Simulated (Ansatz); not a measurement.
## Si3N4: what each run costs

Cell: 14 atoms, space group P6_3/m, a = 7.604 Å, b = 7.604 Å, c = 2.906 Å, α = 90.00°, β = 90.00°, γ = 120.00°.

All runs are DFT with Ansatz 0.2.0 on 1 thread of Arm Neoverse V2 (aarch64; 8 cores open to the job, memory cap 3.0 GiB, no GPU), a shared host.

Question: Rank the runs by wall time, shortest first.
A. dielectric tensor by linear response, PBE, 420 eV, 4×4×10 k-points, fixed occupations
B. core holes on 3 sites, PBE, 420 eV, 3×3×3 k-points, fixed occupations, 42 atoms
C. relaxation of the ions, PBE, 420 eV, 4×4×10 k-points, smearing 0.02 eV

Answer: C (28 s, 0.46 GiB), A (6.2 min, 1.9 GiB), B (12 min, 1.5 GiB).
